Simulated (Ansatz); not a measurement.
Al3Ru2 in space group I4/mmm (No. 139; Al on 2a, Al on 4e, Ru on 4e), plane-wave PAW PBE (Ansatz code), all energies at zero smearing, with the estimated change up to a 700 eV cutoff added, with one set of potentials and settings (totals compare only within such a set). Cell of 5 atoms (3 Al, 2 Ru): -13373.286 eV.

```json
[
 {"element": "Al", "reference phase": "Fm-3m, 1 atoms in the cell", "E (eV/atom)": "-537.5049"},
 {"element": "Ru", "reference phase": "P6_3/mmc, 2 atoms in the cell", "E (eV/atom)": "-5878.6876"}
]
```

Formation energy per atom, worked out: (-13373.286 − 3×(-537.5049) − 2×(-5878.6876))/5 = -0.679 eV/atom (-66 kJ per mol of atoms), at 0 K, without zero-point energy or fitted corrections.

The first step of the workflow began from a Materials Project structure, measured or hypothetical; the Crystallography Open Database copy checked does not list it. Its standing as an ambient phase is unchecked. The cell was relaxed with PBE under the symmetry of its start; of distortions, only those at the zone centre were tested. The run is not spin-polarised. The references are the lowest solids computed at this level, not always the standard phases.

Potentials: the later of the program's two PAW sets.
